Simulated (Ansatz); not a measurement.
SiO2:
```
SiO2
1.0
    7.06920     6.85190     0.00000
   -7.06920     6.85190     0.00000
   -1.60363     0.00000     7.29508
Si O
12 24
Direct
  0.16499   0.38754   0.91712
  0.83501   0.61246   0.08288
  0.38754   0.16499   0.08288
  0.61246   0.83501   0.91712
  0.15866   0.61674   0.15698
  0.84134   0.38326   0.84302
  0.61674   0.15866   0.84302
  0.38326   0.84134   0.15698
  0.28704   0.48643   0.55087
  0.71296   0.51357   0.44913
  0.48643   0.28704   0.44913
  0.51357   0.71296   0.55087
  0.24688   0.24688   0.00000
  0.75312   0.75312   0.00000
  0.21122   0.50155   0.05032
  0.78878   0.49845   0.94968
  0.50155   0.21122   0.94968
  0.49845   0.78878   0.05032
  0.99717   0.64626   0.09100
  0.00283   0.35374   0.90900
  0.64626   0.99717   0.90900
  0.35374   0.00283   0.09100
  0.75899   0.24101   0.89193
  0.24101   0.75899   0.10807
  0.65153   0.65153   0.50000
  0.34847   0.34847   0.50000
  0.41254   0.58746   0.61639
  0.58746   0.41254   0.38361
  0.43577   0.81369   0.37583
  0.56423   0.18631   0.62417
  0.81369   0.43577   0.62417
  0.18631   0.56423   0.37583
  0.55503   0.80333   0.71330
  0.44497   0.19667   0.28670
  0.80333   0.55503   0.28670
  0.19667   0.44497   0.71330
```

Relaxed with PBEsol. Independent-particle spectrum: no excitons, no local fields, no scissors shift; 0.1 eV broadening; ε₁ of the summed bands alone.

Problem. Tabulate the dielectric function from plane-wave PAW PBEsol (Ansatz code).

Solution. 

```
E (eV)  ε₁ xx  ε₂ xx  ε₁ yy  ε₂ yy  ε₁ zz  ε₂ zz
------  -----  -----  -----  -----  -----  -----
0.0      1.91   0.00   1.91   0.00   1.91   0.00
0.3      1.91   0.00   1.91   0.00   1.91   0.00
0.6      1.91   0.00   1.91   0.00   1.91   0.00
0.9      1.92   0.00   1.91   0.00   1.91   0.00
1.2      1.92   0.00   1.92   0.00   1.92   0.00
1.5      1.93   0.00   1.92   0.00   1.92   0.00
1.8      1.93   0.00   1.93   0.00   1.93   0.00
2.1      1.94   0.00   1.94   0.00   1.94   0.00
2.4      1.95   0.00   1.95   0.00   1.95   0.00
2.7      1.96   0.00   1.96   0.00   1.96   0.00
3.0      1.98   0.00   1.97   0.00   1.97   0.00
3.3      1.99   0.00   1.99   0.00   1.99   0.00
3.6      2.01   0.00   2.00   0.00   2.01   0.00
3.9      2.03   0.00   2.02   0.00   2.02   0.00
4.2      2.05   0.00   2.04   0.00   2.05   0.00
4.5      2.08   0.00   2.07   0.00   2.07   0.00
4.8      2.11   0.00   2.10   0.00   2.10   0.00
5.1      2.14   0.00   2.13   0.00   2.14   0.00
5.4      2.18   0.00   2.17   0.00   2.18   0.00
5.7      2.23   0.00   2.22   0.00   2.22   0.00
6.0      2.28   0.00   2.27   0.00   2.28   0.00
6.3      2.35   0.00   2.34   0.00   2.35   0.00
6.6      2.43   0.01   2.42   0.00   2.43   0.01
6.9      2.54   0.01   2.53   0.01   2.54   0.02
7.2      2.69   0.03   2.69   0.03   2.69   0.04
7.5      2.97   0.10   2.94   0.11   2.96   0.14
7.8      3.11   0.49   3.09   0.47   3.11   0.50
8.1      2.99   0.70   3.00   0.66   2.98   0.66
8.4      3.08   0.77   3.07   0.82   3.16   0.74
8.7      3.16   0.97   3.11   0.91   3.26   1.15
9.0      3.39   1.30   3.35   1.27   3.21   1.35
9.3      3.13   1.98   3.37   2.03   3.31   1.95
9.6      2.87   2.47   2.40   2.52   2.37   2.64
9.9      2.00   2.67   1.90   2.29   2.01   2.24
10.2     1.42   2.02   1.63   2.06   1.36   2.12
10.5     1.48   1.77   1.39   1.66   1.40   1.69
10.8     1.24   1.61   1.50   1.56   1.40   1.52
11.1     1.52   1.28   1.60   1.30   1.48   1.37
11.4     1.69   1.44   1.87   1.50   1.58   1.34
11.7     1.63   1.47   1.57   1.72   1.76   1.42
12.0     1.63   1.60   1.54   1.57   1.60   1.70
```

With all bands, ε∞ without local fields is 2.04 (xx), 2.04 (yy), 2.04 (zz). DFPT, with local fields, gives 1.91 (xx), 1.90 (yy), 1.94 (zz).

Space group C2/m. The first step of the workflow began from a Materials Project structure, measured or hypothetical; the Crystallography Open Database files this formula in space group No. 12, but the cells were not matched. It is not the phase usual at ambient conditions (space group No. 92, 152, 154). Symmetry was held in the PBEsol relaxation; its stability against distortions is not shown here.

Potentials: the earlier of the program's two PAW sets. The files were generated under PBE; for other functionals the program regenerates the frozen cores, and for LDA and PBEsol the local potential too.
